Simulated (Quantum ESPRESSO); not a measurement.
# Moving one atom in GeAlSiPON2

These are calculations, not measurements. They come from pw.x of Quantum ESPRESSO 7.5, a plane-wave density functional program, with PseudoDojo standard norm-conserving files (v0.5 for PBE, v0.4.1 for LDA and PBEsol). The cells are made up: elements, strain and atom displacements were drawn at random, and nothing was relaxed. There is no spin polarisation, spin-orbit coupling or dispersion term.

The cell has 8 sites of a wurtzite lattice (rectangular cell). Sites 1 to 4 hold Ge Al Si empty; sites 5 to 8 hold P O N N. Cell vectors in Å: (3.211, -0.018, -0.052); (-0.032, 5.441, 0.050); (-0.085, 0.048, 5.152). Settings: PBE, cutoff 1143 eV, 7 x 6 x 6 k mesh shifted by half a step, Fermi-Dirac smearing of 0.1 eV.

Each run shifts the Si atom on site 3 along x and leaves all else fixed. Site 5 is one of its nearest neighbours. E is the free energy of the cell above the lowest run shown.

| run | shift (Å) | Fx on site 3 (eV/Å) | Fx on site 5 (eV/Å) | P (GPa) | E (meV) |
| --- | --- | --- | --- | --- | --- |
| 1 | -0.1534 | 1.713 | -1.063 | 12.50 | 48.2 |
| 2 | -0.1378 | 1.322 | -0.729 | 12.45 | 24.5 |
| 4 | -0.0559 | -0.720 | 1.002 | 12.48 | 0.0 |
| 5 | -0.0352 | -1.233 | 1.437 | 12.56 | 20.2 |
| 6 | 0.0412 | -3.126 | 3.033 | 13.13 | 186.8 |
| 7 | 0.1184 | -5.038 | 4.644 | 14.13 | 501.9 |
| 3 | -0.1019 | ? | ? | ? | ? |

A rerun of one of these cells at 1437 eV and k mesh 9 x 8 x 8 moved values by no more than 0.002 eV in the cell's energy, 0.03 GPa in stress and 0.011 eV/Å in force.

## Worked fit

A parabola through the six runs shown gives Fx on site 3 = -2.107 - 24.81 u + 0.5 u² eV/Å, with u in Å and a scatter of 0.002 eV/Å. Minus the slope, 24.81 ± 0.05 eV/Å², is this atom's force constant along x at u = 0, with its periodic images moving too. The fitted force vanishes at u = -0.085 Å, where the energy should be lowest along this line. The error is the larger of the fit's own and the change that a cubic makes, rounded up.

## Withheld run

Question: what Fx on site 3 should run 3 give?

The fit gives 0.426 eV/Å. The calculation gave 0.425 eV/Å.

```
run,shift (Å),Fx on site 3 (eV/Å),Fx on site 5 (eV/Å),P (GPa),E (meV)
3,-0.1019,0.425,0.033,12.40,-6.8
```